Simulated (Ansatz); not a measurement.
Relaxation of a generated cell, Cu placed in the AFLOW prototype A_aP4_2_aci; 4 atoms in the cell, which starts as P-1 (No. 2), aP4; a = 2.4700 Å, b = 2.9246 Å, c = 6.5549 Å, α = 85.70°, β = 89.06°, γ = 85.15°. Method: r2SCAN (plane waves to 500 eV, PAW, scalar-relativistic; Ansatz, an electronic-structure program). Γ-centred k-mesh 13×11×5 on the run's cell (coarser than for final values), Fermi–Dirac smearing 0.05 eV. This is the first round of the run. 

The optimiser's lines from the output (shortened; P is positive under compression):

```
relax step   1: F+E_penalty+E_count = -26524.17851530 eV  Δ(F+E_penalty+E_count) = +0.000e0 eV  max|allowed force component| = 1.314e0 eV/Å  Δτ_max = 0.0000 Å  P = +4.119 GPa  Ω = 47.046 Å³  (10 SCF iters, dr2 threshold 1.00e-7 eV, accepted)
relax step   2: F+E_penalty+E_count = -26524.56418890 eV  Δ(F+E_penalty+E_count) = -3.857e-1 eV  max|allowed force component| = 9.009e-1 eV/Å  Δτ_max = 0.0897 Å  P = +3.275 GPa  Ω = 45.999 Å³  (11 SCF iters, dr2 threshold 4.00e-7 eV, accepted)
relax step   3: F+E_penalty+E_count = -26524.86062630 eV  Δ(F+E_penalty+E_count) = -2.964e-1 eV  max|allowed force component| = 2.599e-1 eV/Å  Δτ_max = 0.1274 Å  P = +1.141 GPa  Ω = 45.658 Å³  (12 SCF iters, dr2 threshold 4.00e-7 eV, accepted)
relax step   4: F+E_penalty+E_count = -26524.94223755 eV  Δ(F+E_penalty+E_count) = -8.161e-2 eV  max|allowed force component| = 7.330e-3 eV/Å  Δτ_max = 0.0556 Å  P = +0.271 GPa  Ω = 45.684 Å³  (10 SCF iters, dr2 threshold 4.00e-7 eV, accepted)
relax step   5: F+E_penalty+E_count = -26524.92541838 eV  Δ(F+E_penalty+E_count) = +1.682e-2 eV  max|allowed force component| = 6.257e-2 eV/Å  Δτ_max = 0.0260 Å  P = +3.007 GPa  Ω = 45.036 Å³  (10 SCF iters, dr2 threshold 4.00e-7 eV, rejected (line search))
relax step   6: F+E_penalty+E_count = -26524.96062576 eV  Δ(F+E_penalty+E_count) = -1.839e-2 eV  max|allowed force component| = 3.192e-3 eV/Å  Δτ_max = 0.0027 Å  P = +0.120 GPa  Ω = 45.715 Å³  (17 SCF iters, accepted)
relax step   7: F+E_penalty+E_count = -26524.96374466 eV  Δ(F+E_penalty+E_count) = -3.119e-3 eV  max|allowed force component| = 6.025e-4 eV/Å  Δτ_max = 0.0010 Å  P = -0.047 GPa  Ω = 45.772 Å³  (8 SCF iters, dr2 threshold 4.00e-7 eV, accepted)
relax step   8: F+E_penalty+E_count = -26524.96392167 eV  Δ(F+E_penalty+E_count) = -1.770e-4 eV  max|allowed force component| = 4.615e-4 eV/Å  Δτ_max = 0.0001 Å  P = -0.016 GPa  Ω = 45.760 Å³  (5 SCF iters, dr2 threshold 2.40e-7 eV, accepted)
relax step   9: F+E_penalty+E_count = -26524.96392651 eV  Δ(F+E_penalty+E_count) = -4.838e-6 eV  max|allowed force component| = 2.269e-5 eV/Å  Δτ_max = 0.0002 Å  P = +0.003 GPa  Ω = 45.755 Å³  (7 SCF iters, dr2 threshold 2.76e-9 eV, accepted)
relax step  10: F+E_penalty+E_count = -26524.96617763 eV  Δ(F+E_penalty+E_count) = -2.251e-3 eV  max|allowed force component| = 2.217e-5 eV/Å  Δτ_max = 0.0000 Å  P = -0.021 GPa  Ω = 45.755 Å³  stress off target by 7.32e-2 GPa  SCF on the basis re-selected at this cell (its energy is not comparable with the rows above)  (10 SCF iters)
relax step  11: F+E_penalty+E_count = -26524.96618576 eV  Δ(F+E_penalty+E_count) = -8.121e-6 eV  max|allowed force component| = 4.415e-5 eV/Å  Δτ_max = 0.0000 Å  P = +0.003 GPa  Ω = 45.749 Å³  (5 SCF iters, dr2 threshold 1.34e-8 eV, accepted)
relax step  12: F+E_penalty+E_count = -26524.96618380 eV  Δ(F+E_penalty+E_count) = +1.956e-6 eV  max|allowed force component| = 4.499e-5 eV/Å  Δτ_max = 0.0000 Å  P = +0.003 GPa  Ω = 45.749 Å³  stress off target by 7.82e-3 GPa  SCF on the basis re-selected at this cell (its energy is not comparable with the rows above)  (8 SCF iters)
```

From the first to the last row the energy changes by -0.20 eV/atom and the volume by -2.8 %. The last row is marked as not comparable with the walk above it, whose basis was carried along; it does compare with step 1, since both stand on a basis selected at the nominal cutoff for their own cell.

Step 5 was rejected by the optimiser.

Later rounds, restarted from the end of this one on a renewed k-mesh, logged 6 more steps and released under 0.01 eV/atom more. The final structure after all rounds: Fm-3m (No. 225), cF4, fcc (Cu type); a = b = c = 3.577 Å, α = β = γ = 90.00°. Between re-selections the logged energies stand on a plane-wave basis carried along with the cell. No spin polarisation in the result.

The run could not lose the symmetry of its start.
